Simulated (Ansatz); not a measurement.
Ionic part of the dielectric constant of KI at 12 GPa, mode by mode

Theory: DFT LDA, scalar-relativistic, plane waves, PAW (Ansatz 0.2.0). Plane waves to 420 eV; Γ-centred k mesh 6×6×6; fixed occupations. No spin polarisation. Phonons by linear response, acoustic sum rule imposed.

It takes space group Fm-3m (No. 225, cubic). The conventional cell has a = 6.104 Å, b = 6.104 Å, c = 6.104 Å, α = 90.00°, β = 90.00°, γ = 90.00°. K (site symmetry m-3m) has 6 I at 3.05 Å as nearest neighbours. I (site symmetry m-3m) is surrounded by 6 K at 3.05 Å.

Spin–orbit coupling is left out, which matters for heavy elements.

The primitive cell has V = 56.85 Å³ and ε∞,yy = 3.885. Each polar mode adds Δε = (4.92064×10⁷/V)·S/ν² along y, with S its oscillator strength in e²/amu, ν in cm⁻¹ and V in Å³.

Question: From these modes, find each Δε and ε0,yy.
| ν (cm⁻¹) | S_yy (e²/amu) |
| --- | --- |
| 211.3 | 0.03157 |

Answer:
```
ν (cm⁻¹)    Δε
   211.3  0.61
```

The sum is 0.612, so ε0,yy = 4.50; the run's tensor has 4.50.

Question: Where do the longitudinal modes lie for a wave vector along y?

Answer: At 227 cm⁻¹. The Lyddane–Sachs–Teller product Π(ν_LO/ν_TO)² = 1.16 matches ε0/ε∞ = 1.16.

Cost: 1 run of about 0.97 core-minutes, on Arm Neoverse N1 (shared hosts).